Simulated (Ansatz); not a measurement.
### Question
La (dhcp (α-La type), P6_3/mmc) is relaxed with LDA in the plane-wave PAW code Ansatz. What lattice parameters of the conventional cell result?

### Answer
a = 3.584 Å, c = 11.560 Å.

Symmetry was held in the LDA relaxation. Axis ratios of metals converge slowly with the k-mesh, so a and c are less sure than the volume. Scalar-relativistic: spin–orbit coupling is off unless named, which matters more the heavier the elements.

Potentials: the later of the program's two PAW sets.
